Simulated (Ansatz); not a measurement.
**Question.** Each is relaxed and computed with the program Ansatz at the LDA level (PAW). Which is the only one with a gap?
(A) BaTiO3, R3m (Ba on 3a, Ti on 3a, O on 9b)
(B) Ga2BiAs, R3m (Ga on 3a, Ga on 3a, Bi on 3a, As on 3a)
(C) Ti3AlC, anti-perovskite
(D) TiC, CsCl type

**Answer.** A, BaTiO3, R3m (Ba on 3a, Ti on 3a, O on 9b). BaTiO3: gap 2.15 eV (indirect); TiC: metal; Ti3AlC: metal; Ga2BiAs: metal. Constructed cells (a structure type filled with these elements, in neither database checked): TiC, CsCl type. Not the usual ambient phase: BaTiO3, R3m (Ba on 3a, Ti on 3a, O on 9b); TiC, CsCl type. Standing as an ambient phase not checked: Ti3AlC, anti-perovskite; Ga2BiAs, R3m (Ga on 3a, Ga on 3a, Bi on 3a, As on 3a). Unstable at this level: TiC, CsCl type. All cells were relaxed under the symmetry of their starts (and spin orders); stability against distortions was not tested throughout. Rows with no word on spin ran without spin polarisation. Scalar-relativistic: spin–orbit coupling is off unless named, which matters more the heavier the elements.

Potentials: the later of the program's two PAW sets.
